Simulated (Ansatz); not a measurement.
Cs2NaAlH6 in space group Fm-3m (No. 225; Cs on 8c, Na on 4b, Al on 4a, H on 24e), a = b = c = 8.593 Å, α = β = γ = 90.00°; the cell used has 10 atoms.

Relaxed with r²SCAN. Independent-particle spectrum: no excitons, no local fields, no scissors shift; 0.1 eV broadening; ε₁ of the summed bands alone.

Problem. Tabulate the dielectric function from plane-wave PAW r²SCAN (Ansatz code).

Solution. 

```csv
E (eV),ε₁ xx,ε₂ xx
0.0,3.50,0.00
0.5,3.51,0.00
1.0,3.55,0.00
1.5,3.61,0.00
2.0,3.71,0.00
2.5,3.87,0.00
3.0,4.09,0.00
3.5,4.46,0.01
4.0,5.17,0.09
4.5,6.37,2.03
5.0,4.95,1.43
5.5,6.48,4.00
6.0,4.21,5.74
6.5,1.53,4.06
7.0,1.01,4.12
7.5,1.42,3.08
8.0,1.41,2.79
8.5,1.59,3.25
9.0,0.80,2.39
9.5,0.82,3.02
10.0,0.27,1.90
10.5,0.72,1.69
11.0,0.93,1.45
11.5,1.59,1.36
12.0,1.64,1.60
```

Problem. From ε at 4.1 eV (xx: 5.40 + 0.14i), find n, k, the normal reflectivity and the absorption coefficient.

Solution. n = 2.32, k = 0.030, R = 16 %, α = 2kE/ħc = 12000 cm⁻¹.

With all bands, ε∞ without local fields is 3.54.

The first step of the workflow began from a Materials Project structure, measured or hypothetical; the Crystallography Open Database copy checked does not list it. Whether it is the stable phase at ambient conditions was not checked. The cell was relaxed with r²SCAN under the symmetry of its start; its stability against distortions is not shown here. Spin–orbit coupling is left out wherever it is not named.

Potentials: the later of the program's two PAW sets.
